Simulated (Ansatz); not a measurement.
## Zone-centre phonons of HfH₂: input and output

Method: Ansatz 0.2.0, DFT LDA, scalar-relativistic, plane waves, PAW.

Launched with:
```bash
ansatz run input.yaml --threads 1 --pin off --max-ram 3072MiB --backend cpu --events-out ev --progress --plain --runs-dir out
```

Input (bare energies are in eV):
```yaml
crystal:
  lattice:
    - [-1.7158863515, 1.7158863515, 2.1141108675]
    - [1.7158863515, -1.7158863515, 2.1141108675]
    - [1.7158863515, 1.7158863515, -2.1141108675]
  atoms:
    - { symbol: Hf, position: [0.0, 0.0, 0.0] }
    - { symbol: H, position: [0.75, 0.25, 0.5] }
    - { symbol: H, position: [0.25, 0.75, 0.5] }
basis:
  ecutwfc: 420
kpoints:
  mp_grid: { grid: [18, 18, 18] }
hamiltonian:
  xc: lda
scf:
  occupations: { method: fermi_dirac, width: 0.15 }
output:
  eigenvalues: true
phonons:
  method: dfpt
  eigenvectors: true
```

Results section of the output:
```
--- Phonons (Γ-DFPT): 4 representative perturbations + reference, on 865 of 5832 k-points (Σ response iterations 13) ---
  k mesh reduced under 4 symmetry operations, with k and −k counted as one. Each operation leaves every solved displacement unchanged or reverses it
  ASR residual: 6.170e-4 → 0.000e0 eV/Å²; symmetrization residual: 3.381e-7 eV/Å²
  ASR residual per site (eV/Å²): 6.17e-4 8.87e-6 8.87e-6
  Γ frequencies (cm⁻¹): 0.00 0.00 0.00 1107.04 1107.04 1165.44 1279.34 1279.34 1383.81
  non-analytic LO–TO correction: not included (Born effective charges unavailable; polar crystals: no LO–TO splitting at Γ)
```

Time: 3.7 min on 1 thread of Intel(R) Xeon(R) Platinum 8259CL CPU @ 2.50GHz (Skylake/Cascade Lake) (shared host), peak memory 1.5 GiB.

In a metal, frequencies and elastic constants depend on the k mesh and the smearing, soft modes and shear constants most. Spin–orbit coupling is left out, which can shift energies with elements as heavy as these.